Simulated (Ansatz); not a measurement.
Ansatz input

```yaml
crystal:
  lattice:
    - [0.0, 2.0266039579, 2.0266039579]
    - [2.0266039579, 0.0, 2.0266039579]
    - [2.0266039579, 2.0266039579, 0.0]
  atoms:
    - { symbol: Ti, position: [0.0, 0.0, 0.0], spin: 1.0 }
hamiltonian:
  xc: mr2scan
  pseudopotentials:
    kind: paw
    azcp:
      Ti: "pseudopotentials/Ti.paw.azcp"
basis:
  ecutwfc: 500
  fft_grid_basis: typed
kpoints:
  mp_grid: { grid: [22, 22, 22], shift: [0, 0, 0] }
magnetization:
  spin_polarized: true
scf:
  occupations: { method: fermi_dirac, width: 0.05 }
output:
  stress: true
```

Terminal output

```
Engine: ansatz 0.2.0, aarch64-unknown-linux-gnu
Pseudopotentials: kind: paw
Pseudopotential: Ti, paw, valence charge 12, recommended cutoff 500 eV (meta_gga) 
Functional definition: m-r2SCAN
  exchange = m_r2scan_x
  correlation = m_r2scan_c
Crystal: 1 atoms, lattice volume = 16.647 Å³
Basis set: ecut = 500 eV, 411 PW (Γ), exchange–correlation on 96×96×96 points (64 copies of the dense FFT grid, shifted against one another)
Bands: 11, of which v1, the nominal top of the filled ones, is band 6 counted from 1 (5 counted from 0)
Symmetry: 48 space group operations
Space group: Fm-3m (ITA 225), of the structure as read, at distance tolerance 2.6e-5 Å
Magnetic group: BNS 225.116 (UNI 1618), of the structure as read, at distance tolerance 2.6e-5 Å
k-points: 328 of 10648
Non-local potential: Ti, projectors of the file, l = 0: 3, l = 1: 2, l = 2: 3, l = 3: 1
PAW form: soft (Blöchl's): semilocal exchange-correlation on the pseudo side does not see the compensation charge
PAW frozen core: Ti, regenerated for the run's functional (the file was generated under x = pbe(κ = 0.804, μ = 0.2195149727645171), c = pbe(β = 0.06672455060314922))
PAW one-centre angular grid: Ti, 590 points (default); XC on 160 Gauss nodes
Initial density: superposition of atomic densities (chi_scale 0.1, normalization cell)
Starting moments: Σ|m| = 1 μB on 1 of 1 site
Initial wavefunctions: pseudopotential atomic-orbital guess
Functional: x = mr2scan, c = mr2scan; τ floored in thin density (d = 2e-4 eV/Å³)
SCF iter   1: F=—  HF=-2504.437090 eV  |F-HF|=—  |Δ(HF+E_count)|=         —  Δρ=6.42e-2 (↑6.42e-2 ↓1.33e-2)  dr2=7.83e-1  dr2_τ=9.91e-3  dr2_m=1.54e-1  M=0.635 μB ∫|m|=0.635 μB  β_m=0.82  ethr=3.10e-3  ⟨swp⟩=4.5  Hψ=35743  notcnv=0
Mixer restart at iter 1: flushing history
SCF iter   2: F=—  HF=-2504.144583 eV  |F-HF|=—  |Δ(HF+E_count)|=   2.93e-1  Δρ=1.93e-2 (↑1.93e-2 ↓8.34e-3)  dr2=1.15e-1  dr2_τ=1.43e-3  dr2_m=7.52e-3  M=0.617 μB ∫|m|=0.617 μB  β_m=1.00  ethr=3.10e-3  ⟨swp⟩=2.8  Hψ=17907  notcnv=0  defer=180  κ⁻¹=1.0e0(r=1)
SCF iter   3: F=—  HF=-2504.272222 eV  |F-HF|=—  |Δ(HF+E_count)|=         —  Δρ=2.01e-2 (↑1.79e-2 ↓2.01e-2)  dr2=6.77e-3  dr2_τ=2.98e-3  dr2_m=5.10e-2  M=0.240 μB ∫|m|=0.242 μB  β_m=0.50  ethr=9.55e-4  ⟨swp⟩=2.7  Hψ=13079  notcnv=0  defer=180
Mixer restart at iter 3: flushing history
SCF iter   4: F=—  HF=-2504.271298 eV  |F-HF|=—  |Δ(HF+E_count)|=   9.23e-4  Δρ=1.22e-2 (↑9.59e-3 ↓1.22e-2)  dr2=3.26e-3  dr2_τ=2.37e-4  dr2_m=1.61e-2  M=0.206 μB ∫|m|=0.207 μB  β_m=1.00  ethr=5.64e-5  ⟨swp⟩=2.2  Hψ=10616  notcnv=0  defer=180  κ⁻¹=1.0e0(r=1)
SCF iter   5: F=—  HF=-2504.288264 eV  |F-HF|=—  |Δ(HF+E_count)|=   1.70e-2  Δρ=4.73e-3 (↑3.19e-3 ↓4.73e-3)  dr2=8.81e-4  dr2_τ=1.32e-4  dr2_m=2.04e-3  M=0.070 μB ∫|m|=0.073 μB  β_m=0.47  ethr=2.71e-5  ⟨swp⟩=2.5  Hψ=13948  notcnv=0  defer=180  κ⁻¹=5.1e-2(r=2)
SCF iter   6: F=—  HF=-2504.291946 eV  |F-HF|=—  |Δ(HF+E_count)|=   3.68e-3  Δρ=1.59e-3 (↑1.59e-3 ↓1.08e-3)  dr2=3.51e-4  dr2_τ=7.92e-6  dr2_m=1.73e-4  M=0.025 μB ∫|m|=0.028 μB  β_m=0.78  ethr=7.34e-6  ⟨swp⟩=2.0  Hψ=14059  notcnv=0  defer=180  κ⁻¹=9.3e-3(r=3)
...
SCF iter  14: F=—  HF=-2504.294175 eV  |F-HF|=—  |Δ(HF+E_count)|=   1.56e-9  Δρ=2.09e-6 (↑2.09e-6 ↓1.56e-6)  dr2=1.10e-10  dr2_τ=2.89e-11  dr2_m=4.78e-10  M=-0.000 μB ∫|m|=0.000 μB  β_m=1.00  ethr=1.20e-12  ⟨swp⟩=2.4  Hψ=9670  notcnv=0  defer=175  κ⁻¹=1.5e-9(r=8)
SCF iter  15: F=—  HF=-2504.294175 eV  |F-HF|=—  |Δ(HF+E_count)|=   7.64e-9  Δρ=4.02e-7 (↑4.02e-7 ↓3.17e-7)  dr2=5.15e-12  dr2_τ=1.12e-12  dr2_m=1.86e-11  M=-0.000 μB ∫|m|=0.000 μB  β_m=1.00  ethr=1.00e-12  ⟨swp⟩=2.1  Hψ=11458  notcnv=0  defer=175  κ⁻¹=1.7e-9(r=8)
SCF iter  16: F=-2504.294175 eV  HF=-2504.294175 eV  |F-HF|=1.40e-10  |Δ(HF+E_count)|=  6.85e-10  Δρ=1.97e-7 (↑1.97e-7 ↓1.15e-7)  dr2=2.66e-12  dr2_τ=1.75e-13  dr2_m=3.39e-12  M=-0.000 μB ∫|m|=0.000 μB  ethr=1.00e-12  ⟨swp⟩=1.0  Hψ=19314  notcnv=0
SCF 1 converged in 16 iterations: F = -2504.294175 eV  dr2 = 2.66e-12
WARN: the starting moments were not kept: the SCF closed with an absolute magnetisation of 8.5e-6 μB, where they sum to 1 μB in size (1 site). That is at most 0.1 of that sum. Measured as dr2_m measures the in/out step, that magnetisation stands 1.9e-11 eV from none, at or under the dr2_threshold of 1.0e-7 eV: it is no larger than a step whose dr2_m would equal this threshold. The system may hold no moment; this SCF shows only that its start led to no more than that. To try another start: raise the starting moments (crystal.atoms[].spin, magnetization.per_species, magnetization.initial_magnetization, or on a non-collinear deck that types none of these the spinor_matrix: blocks that start its atoms; where the total moment is fixed, keep their sum and leave initial_magnetization as it is; typed ones take the place of any that the run laid by itself, positive ones on a crystal's lanthanoids without a Hubbard term where scf.initial_density.shell_occupations: [] is typed) or, if the notice of its spin-set hold's release reads "site moments contracting" or "site moments show no strong build", lengthen the hold (scf.mixing.spin_hold: { on: { confirm: 4 } }; for m-r²SCAN on two components see the key's manual first). Each may lead to a state that holds a moment. A second SCF, from the converged charge density, with the starting moments and any scf.initial_density.shell_occupations laid on it anew, would have followed, and was not run: the deck does not ask for one (magnetization.retry_lost_moments is false, the default). To let it run, set magnetization.retry_lost_moments: true and run the deck again, where that key's refused combinations let it; where memory then withholds it, that run's warning says so.
this state was not tested for a lower state beside it, because the mixer in use, unlike msr1, does not test its closes by its own steps (another_mixer; see scf.mixing.algorithm and scf.lower_state_search)
SCF converged after 16 iterations
Magnetization: -0.0000 μB (6.0000 up, 6.0000 down)
Absolute magnetization: 0.0000 μB (∫|ρ↑−ρ↓|, with the PAW one-centre terms)
Spin contamination: 0.0000 ħ² per cell (⟨S²⟩ above its minimum at these occupations)
Per-site moments (μB) at R_I (Å): [(-5.930707297125697e-6, 1.1822459561637337)]
Free energy (F): -2504.294175 eV
Harris-Foulkes:  -2504.294175 eV  (|F-HF|=1.40e-10)
Internal energy: -2504.281793 eV  (E = F + TS)
E sigma→0 (E₀):  -2504.287984 eV
Entropy (-TS):   -0.012382 eV (-12.382 meV/atom)
Fermi energy:    13.933807 eV
--- Per-component energies (eV) ---
  E_band       = -161.727643
  E_kinetic    = 273.667781
  E_local      = -786.231056  (includes V_loc(G=0)·N_el)
  E_nonlocal   = 7.450140
  E_hartree    = 323.933665
  E_xc         = -93.150625
  E_vxc        = -133.218005  (∫ρ·V_xc dr)
  E_paw        = -1056.931458  (= ΣΔE_a)
  E_vpaw       = -180.450852  (= ΣTr[D̂ρ^β])
  E_aug_tail   = 0.000089  (compensation charges beyond the density's cutoff)
  E_vtau       = 9.186983  (kinetic-family band-sum trace: ∫τ·v_τ [+ j·A + Jᵃ·Aᵃ] dr)
  E_ewald      = -1172.766872
  E_core_change = -0.253457  (= ΣΔE_core)
  E_smearing   = -0.012382  (= −TS)
  E_closure    = 0.000000  (closes the sum)
  Σ components = -2504.294175   (vs F -2504.294175, Δ=0.00e0)
--- Stress (GPa, compression-positive) ---
        5.031052       0.000000      -0.000000
        0.000000       5.031052      -0.000000
       -0.000000       0.000000       5.031052
  P = ⅓ Tr σ = 5.0311 GPa (50.311 kbar)
```
